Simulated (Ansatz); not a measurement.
Band table of Cr (diamond type)

```
Cr
1.0
     0.00000    1.84581    1.84581
     1.84581    0.00000    1.84581
     1.84581    1.84581    0.00000
Cr
2
Direct
  0.87500 0.87500 0.87500
  0.12500 0.12500 0.12500
```

The cell comes from a relaxation on PAW files under the same functional, begun from a prototype that needn't be the stable phase.

Level of theory: DFT with PBEsol, scalar-relativistic, in Ansatz 0.2.0; a Γ-centred 14×14×14 k mesh, Fermi–Dirac smearing of 0.08 eV, spin-polarised from start moments Cr1 2, Cr2 2 μB. LAPW: all electrons, basis error target 1 meV/atom.

This run: volume at 0.4 of the series' base cell.

Antiferromagnetic order, which Cr and Mn prefer near zero pressure, wasn't tried. The start moments died away, and the runs ended non-magnetic. The structure type is held throughout; the real material can change phase at far lower pressure.

Path points, in fractions of the reciprocal vectors: Γ (0.000, 0.000, 0.000), X (0.500, 0.000, 0.500), U (0.625, 0.250, 0.625), K (0.375, 0.375, 0.750), L (0.500, 0.500, 0.500), W (0.500, 0.250, 0.750). The distance column jumps between branches of the path. Levels in eV from the Fermi level; bands 17 to 27, counted from the lowest band of the run. The gap is zero, the pressure 730.8 GPa.

```
# k(1/Å) point b17 b18 b19 b20 b21 b22 b23 b24 b25 b26 b27
0.000 Γ -10.02 -8.41 -8.41 -4.01 -4.01 -4.01 2.53 2.53 2.53 7.36 7.36
0.213 - -9.81 -8.76 -8.29 -4.00 -4.00 -3.63 2.09 2.49 2.49 7.16 7.54
0.426 - -9.53 -9.23 -7.94 -4.00 -4.00 -2.72 1.05 2.45 2.45 6.57 7.87
0.638 - -10.39 -8.47 -7.36 -4.12 -4.12 -1.57 -0.03 2.59 2.59 5.64 8.06
0.851 - -11.10 -7.97 -6.57 -4.42 -4.42 -0.53 -0.33 3.09 3.09 4.44 8.01
1.064 - -11.56 -8.21 -5.57 -4.85 -4.85 0.11 0.94 3.04 3.98 3.98 7.74
1.277 - -11.70 -9.05 -5.28 -5.28 -4.38 1.52 1.71 2.16 5.12 5.12 7.36
1.489 - -11.47 -10.04 -5.59 -5.59 -3.04 -0.04 3.23 3.43 6.24 6.24 7.28
1.702 X -10.89 -10.89 -5.71 -5.71 -1.58 -1.58 3.91 3.91 6.77 6.77 8.52
1.777 - -10.93 -10.87 -5.74 -5.63 -1.58 -1.57 3.82 3.90 6.78 6.80 8.52
1.852 - -11.04 -10.82 -5.85 -5.40 -1.57 -1.54 3.58 3.87 6.82 6.86 8.52
1.928 - -11.20 -10.74 -6.02 -5.04 -1.56 -1.49 3.21 3.81 6.88 6.88 8.50
2.003 - -11.37 -10.62 -6.24 -4.59 -1.54 -1.42 2.76 3.74 6.83 6.96 8.43
2.078 - -11.54 -10.47 -6.50 -4.06 -1.52 -1.35 2.26 3.64 6.68 7.05 8.23
2.153 - -11.69 -10.29 -6.79 -3.48 -1.49 -1.27 1.73 3.53 6.45 7.16 7.86
2.229 - -11.80 -10.09 -7.10 -2.88 -1.44 -1.19 1.17 3.40 6.16 7.28 7.30
2.304 U -11.86 -9.87 -7.42 -2.25 -1.38 -1.11 0.60 3.25 5.82 6.61 7.40
3.346 K -11.86 -9.87 -7.42 -2.25 -1.38 -1.11 0.60 3.25 5.82 6.61 7.40
3.572 - -11.72 -9.13 -8.33 -1.13 -1.04 -0.91 -0.45 2.82 4.20 4.67 7.77
3.797 - -11.06 -9.09 -8.45 -2.37 -0.82 -0.74 0.47 1.91 2.89 3.50 8.06
4.023 - -10.05 -9.57 -8.08 -3.15 -0.97 -0.92 -0.21 0.99 2.57 3.97 8.21
4.249 - -9.73 -9.06 -8.11 -3.41 -2.72 -1.29 0.44 0.65 2.07 5.19 8.19
4.474 - -9.58 -8.74 -8.28 -3.70 -3.55 -1.95 0.75 1.14 2.05 6.18 8.01
4.700 - -9.21 -9.17 -8.39 -3.94 -3.75 -2.81 1.37 1.82 2.29 6.86 7.74
4.926 - -9.79 -8.67 -8.42 -3.99 -3.94 -3.64 2.17 2.33 2.48 7.24 7.47
5.151 Γ -10.02 -8.41 -8.41 -4.01 -4.01 -4.01 2.53 2.53 2.53 7.36 7.36
5.336 - -9.86 -8.50 -8.50 -4.04 -3.84 -3.84 2.31 2.43 2.43 7.36 7.36
5.520 - -9.45 -8.69 -8.69 -4.05 -3.44 -3.44 1.64 2.20 2.20 7.36 7.36
5.704 - -8.95 -8.85 -8.85 -3.84 -3.12 -3.12 0.62 2.02 2.02 7.33 7.33
5.888 - -8.87 -8.87 -8.62 -3.19 -3.19 -3.12 -0.59 2.14 2.14 7.25 7.25
6.073 - -8.70 -8.70 -8.57 -3.72 -3.72 -1.89 -1.67 2.62 2.62 7.09 7.09
6.257 - -8.67 -8.35 -8.35 -4.51 -4.51 -2.73 -0.09 3.26 3.26 6.87 6.87
6.441 - -8.79 -7.88 -7.88 -5.31 -5.31 -3.35 1.60 3.83 3.83 6.62 6.62
6.625 L -8.83 -7.60 -7.60 -5.71 -5.71 -3.57 2.42 4.07 4.07 6.50 6.50
6.776 - -9.13 -7.88 -7.64 -5.54 -5.22 -3.29 2.44 3.86 3.98 6.37 6.59
6.926 - -9.77 -8.46 -7.58 -5.18 -4.19 -2.56 2.45 3.23 3.81 6.10 6.82
7.077 - -10.43 -9.11 -7.37 -4.75 -3.01 -1.59 2.26 2.32 3.91 5.79 7.08
7.227 - -10.97 -9.72 -7.05 -4.26 -1.87 -0.71 1.46 1.81 4.42 5.50 7.33
7.377 - -11.34 -10.28 -6.60 -3.76 -0.90 -0.79 1.29 1.50 5.27 5.33 7.54
7.528 - -11.53 -10.76 -6.03 -3.45 -1.46 -0.35 0.98 2.02 5.50 6.28 7.81
7.678 - -11.55 -11.14 -5.34 -3.77 -1.55 -0.57 1.27 2.08 6.10 6.88 8.54
7.829 W -11.41 -11.41 -4.54 -4.54 -1.10 -1.10 1.75 1.75 6.71 6.71 9.85
7.935 - -11.39 -11.39 -4.59 -4.59 -1.13 -1.13 1.83 1.83 6.73 6.73 9.76
8.042 - -11.34 -11.34 -4.72 -4.72 -1.20 -1.20 2.06 2.06 6.79 6.79 9.55
8.148 - -11.26 -11.26 -4.91 -4.91 -1.29 -1.29 2.40 2.40 6.86 6.86 9.28
8.254 - -11.17 -11.17 -5.13 -5.13 -1.38 -1.38 2.79 2.79 6.92 6.92 9.00
8.361 - -11.07 -11.07 -5.35 -5.35 -1.47 -1.47 3.19 3.19 6.94 6.94 8.77
8.467 - -10.98 -10.98 -5.54 -5.54 -1.53 -1.53 3.55 3.55 6.89 6.89 8.61
8.573 - -10.91 -10.91 -5.66 -5.66 -1.57 -1.57 3.81 3.81 6.81 6.81 8.54
8.680 X -10.89 -10.89 -5.71 -5.71 -1.58 -1.58 3.91 3.91 6.77 6.77 8.52
```
